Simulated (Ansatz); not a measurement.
Input:

Starting cell, GaAs (zinc blende):

```
CELL_PARAMETERS angstrom
      0.00000     5.74558     5.74558
      2.87279     2.87279     5.74558
      2.87279     2.87279     0.00000
ATOMIC_POSITIONS crystal
  As 0.00000 0.75000 0.75000
  As 0.50000 0.75000 0.75000
  Ga 0.00000 0.00000 0.00000
  Ga 0.50000 0.00000 0.00000
```

The atoms are displaced by Q × the pattern below (from a DFPT mode at X = (0.5, 0.5, 0.0), largest move 1; Q in Å), at fixed cell. (q is in reciprocal vectors of the primitive cell; the cell shown is doubled to hold the pattern.)

| atom | x | y | z |
|---|---|---|---|
| Ga3 | 0.000 | 0.000 | -1.000 |
| Ga4 | 0.000 | 0.000 | 1.000 |

Atoms not listed stay in place.

The numbers are results of PBE (plane waves to 420 eV, PAW, scalar-relativistic; Ansatz, an electronic-structure program), not measurements. k mesh 10×10×10 (Γ-centred), Fermi-Dirac smearing 0.05 eV. The energy includes the smearing's −TS. GaAs was relaxed with its symmetry unable to fall. The zero of ΔE is the undisplaced structure.

The scan covers Q from -0.280 to 0.280 Å in 13 points.

**Question.** Which space group does the distorted structure have?

**Answer.** P-4m2 (No. 115), lowered from F-43m.

**Question.** What is the energy change at Q = 0.280 Å?

**Answer.** 980 meV/cell.

**Question.** What harmonic wavenumber does the curvature at Q = 0 give?

**Answer.** 223 cm⁻¹.

(For displaced atoms, the force is minus the slope of the energy, and its curvature is a force constant, which sets phonon frequencies.)
